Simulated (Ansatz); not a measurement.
Values for one crystal, relaxed and computed with the program Ansatz at the PBEsol level (PAW); other levels are named.

| Quantity | Value |
|---|---|
| Volume per atom | 17.54 Å³ |
| Electronic character | metallic (no gap) |
| Formation energy from the elements (no fitted shifts) | -0.20 eV/atom |
| Density of states at the Fermi level | 1.1 states/eV per atom (mean over ±0.08 eV) |

Q: Which compound is it?
A. TaSnO, P4/nmm (Ta on 2c, Sn on 2a, O on 2c)
B. SiSn, CsCl type
C. VO2, I4/mmm (V on 8i, O on 8j, O on 8h)
D. Re2B, P4/nmm (Re on 2a, Re on 2c, B on 2c)

A: A, TaSnO, P4/nmm (Ta on 2c, Sn on 2a, O on 2c)

The start of the workflow was typed in or built on a structure type; neither database checked (COD, Materials Project) lists it. Whether it is the stable phase at ambient conditions was not checked. Symmetry was held in the PBEsol relaxation; whether a distortion lowers the energy is not shown. The run is not spin-polarised. The references are the lowest solids computed at this level, not always the standard phases (solids in place of the gases). Spin–orbit coupling is left out wherever it is not named.

Potentials: the earlier of the program's two PAW sets. The files were generated under PBE; for other functionals the program regenerates the frozen cores, and for LDA and PBEsol the local potential too.
